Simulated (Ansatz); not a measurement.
GaP:
```yaml
crystal:
  lattice:
    - [6.65562, 0.00000, 0.00000]
    - [0.00000, 6.65562, 0.00000]
    - [0.00000, 0.00000, 3.85899]
  atoms:
    - { symbol: Ga, position: [0.32426, 0.67574, 0.00000] }
    - { symbol: Ga, position: [0.67574, 0.32426, 0.00000] }
    - { symbol: Ga, position: [0.82426, 0.82426, 0.50000] }
    - { symbol: Ga, position: [0.17574, 0.17574, 0.50000] }
    - { symbol: P, position: [0.31683, 0.31683, 0.00000] }
    - { symbol: P, position: [0.68317, 0.68317, 0.00000] }
    - { symbol: P, position: [0.18317, 0.81683, 0.50000] }
    - { symbol: P, position: [0.81683, 0.18317, 0.50000] }
```

Relaxed with r²SCAN. Special points in fractions of this cell's reciprocal vectors: Γ (0.000, 0.000, 0.000); X (0.000, 0.500, 0.000); M (0.500, 0.500, 0.000); Z (0.000, 0.000, 0.500); R (0.000, 0.500, 0.500); A (0.500, 0.500, 0.500).

**Question.** List the band energies nearest the valence-band maximum at these points for r²SCAN with spin–orbit coupling in the plane-wave PAW code Ansatz.

**Answer.** In eV from the valence-band maximum; about four levels below and three above (degenerate sets whole), none deeper than 8.9 eV; points with the same levels are listed once.

```json
[
 {"k": "Γ", "below": "-0.04 -0.04 0.00 0.00", "above": "1.62 1.62 2.39 2.39 2.40 2.40"},
 {"k": "X", "below": "-0.79 -0.79 -0.79 -0.79", "above": "2.36 2.36 2.36 2.36"},
 {"k": "M", "below": "-1.39 -1.39 -1.39 -1.39", "above": "2.67 2.67 2.67 2.67"},
 {"k": "Z", "below": "-2.25 -2.25 -2.25 -2.25", "above": "2.62 2.62 2.62 2.62"},
 {"k": "R", "below": "-1.28 -1.28 -1.28 -1.28", "above": "2.15 2.15 2.15 2.15"},
 {"k": "A", "below": "-1.68 -1.68 -1.68 -1.68", "above": "1.41 1.41 1.41 1.41"}
]
```

Space group P4_2/mnm. The start of the workflow was typed in or built on a structure type; neither database checked (COD, Materials Project) lists it. It is not the phase usual at ambient conditions (space group No. 216). The r²SCAN relaxation kept the symmetry of its start; whether a distortion lowers the energy is not shown. The volume moved by 17 % from the start of the relaxation.

Potentials: the earlier of the program's two PAW sets. The files were generated under PBE; for other functionals the program regenerates the frozen cores, and for LDA and PBEsol the local potential too.
